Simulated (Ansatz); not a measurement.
Field gradients of TaSi2 from run to run

Cell of run 1: a COD entry (the entry's cell lengths or inner coordinates differ somewhat from later room-temperature determinations), atoms as given.

Space group P6_222 (No. 180); a = 4.7800, c = 6.5640 Å, γ = 120.00°.

```csv
site,Wyckoff,site symmetry,x,y,z
Ta,3d,222,0.5000,0.0000,0.5000
Si,6j,..2,0.1666,0.3333,0.5000
```

One atom of each set is listed.

Relaxed positions (PBE, cell held):

Ta (0.5000, 0.0000, 0.5000)
Si (0.1589, 0.3179, 0.5000)

All runs are DFT with Ansatz 0.2.0 (plane waves and PAW, scalar-relativistic unless spin–orbit coupling is named, Γ-centred meshes, Fermi–Dirac smearing where given) in this cell.

Run 1: PBE, atoms as given; 420 eV, 8×8×5 k-points, smearing 0.05 eV.
Run 2: PBE, atoms relaxed; 420 eV, 8×8×5 k-points, smearing 0.05 eV.
Run 3: r2SCAN, at the relaxed atoms; 500 eV, 8×8×5 k-points, smearing 0.05 eV.
Run 4: PBE with spin–orbit coupling, at the relaxed atoms; 420 eV, 8×8×5 k-points, smearing 0.05 eV.

```csv
run,Ta V_zz (η),Si V_zz (η)
1,4.78 (0.84),-3.21 (0.64)
2,?,?
3,6.62 (0.93),-2.67 (0.53)
4,6.53 (0.86),-2.73 (0.52)
```

V_zz in 10²¹ V/m².

(1) Estimate the row of run 2.

Answers

(1) Ta: 6.45 (0.89); Si: -2.75 (0.53). It lies nearest to run 4, from whose tensors on these sites it differs by 0.10 at most (largest principal value of the difference, on Ta). Taken one at a time, the positions of the atoms (as given or relaxed) move the tensors on these sites by up to 1.71 (largest principal value of the change, on Ta), the functional (r2SCAN with its higher cutoff) by 0.30 (Ta), spin–orbit coupling by 0.10 (Ta).

With these PAW files V_zz is typically within 2 to 3 % of all-electron values, but misses above 10 % occur on Ta. In runs 1, 2, 3, 4 there is no gap above 0.1 eV, so the gradients can move by 10 % or more with the k-mesh. In run 1 the atoms aren't at the calculated equilibrium (largest force 0.80 eV/Å).
